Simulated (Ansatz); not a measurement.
Task: Name crystals whose computed values (plane-wave PAW PBEsol (Ansatz code)) fall in these windows: B₀ by P(V) fit (GPa) 280 to 370; Θ_D (K) 550 to 740; G_Hill (GPa) 130 to 160.

Result: 

| crystal | B₀ by P(V) fit (GPa) | Θ_D (K) | G_Hill (GPa) |
|---|---|---|---|
| NbN, rock salt | 333 | 630 | 145 |
| Mo2C, P-3m1 (Mo on 2d, C on 1b) | 287 | 586 | 153 |
| WO2, P4_2/mnm (W on 2b, O on 4g) | 311 | 568 | 158 |
| Cr2N, P-31m (Cr on 6k, N on 2d, N on 1a) | 314 | 739 | 153 |
| Cr, bcc (W type) | 282 | 617 | 133 |
Others may fit too.

Standing as an ambient phase not checked: Mo2C, P-3m1 (Mo on 2d, C on 1b); WO2, P4_2/mnm (W on 2b, O on 4g); Cr2N, P-31m (Cr on 6k, N on 2d, N on 1a). Began spin-polarised and lost the moments: WO2, P4_2/mnm (W on 2b, O on 4g); Cr2N, P-31m (Cr on 6k, N on 2d, N on 1a); Cr, bcc (W type). All cells were relaxed under the symmetry of their starts (and spin orders); stability against distortions was not tested throughout. Rows with no word on spin ran without spin polarisation. No Hubbard U is applied. Scalar-relativistic: spin–orbit coupling is off unless named, which matters more the heavier the elements.

Potentials: the later of the program's two PAW sets.
